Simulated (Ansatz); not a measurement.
Input:

TaTe:
```
TaTe
1.0
    0.00000     2.81098     2.81098
    2.81098     0.00000     2.81098
    2.81098     2.81098     0.00000
Ta Te
1 1
Direct
  0.00000   0.00000   0.00000
  0.50000   0.50000   0.50000
```

This is the PBEsol-relaxed structure.

Problem. All from DFT-PBEsol in the program Ansatz with PAW potentials, unless another level is named. Give the electronic character.

Solution. metallic (no gap).

Problem. What about the formation energy from the elements (no fitted shifts)?

Solution. 0.76 eV/atom.

Problem. Predict the density of states at the Fermi level.

Solution. 1.7 states/eV per atom (mean over ±0.08 eV).

Problem. Predict the gap with spin–orbit coupling.

Solution. none (metallic).

Space group Fm-3m (rock salt). The start of the workflow was typed in or built on a structure type; neither database checked (COD, Materials Project) lists it. Its standing as an ambient phase is unchecked. Symmetry was held in the PBEsol relaxation. At this level the phase is mechanically unstable. No spin polarisation was allowed. Its formation energy is positive at this level, so the cell may be metastable or incomplete. With an odd number of electrons in the cell and no spin polarisation, the count alone makes it a metal. The references are the lowest solids computed at this level, not always the standard phases. Spin–orbit coupling is left out wherever it is not named.

Potentials: the later of the program's two PAW sets.
